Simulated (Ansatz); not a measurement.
Relax this structure to zero stress and force, keeping its symmetry:

```
K Br
1.0
     0.00000    3.35045    3.35045
     3.35045    0.00000    3.35045
     3.35045    3.35045    0.00000
K Br
1 1
Direct
  0.00000 0.00000 0.00000
  0.50000 0.50000 0.50000
```

Computed with DFT PBE+D3(BJ), scalar-relativistic, plane waves, PAW in Ansatz 0.2.0.

Settings: cutoff 420 eV, Γ-centred mesh 6×6×6 on the computed 2-atom cell, Gaussian smearing of 0.02 eV; no spin polarisation.

What does it relax to?

The volume falls by 2.23 Å³/atom to 35.38 Å³/atom, and the energy falls by 6.3 meV/atom. Final structure:
Space group Fm-3m (No. 225). a = 6.566 Å, b = 6.566 Å, c = 6.566 Å, α = 90.00°, β = 90.00°, γ = 90.00°
```tsv
atom	site	symmetry	x	y	z
K	4a	m-3m	0.0000	0.0000	0.0000
Br	4b	m-3m	0.5000	0.0000	0.0000
```

Cost: 1 run of about 0.098 core-minutes, on Arm Neoverse V1 (shared hosts).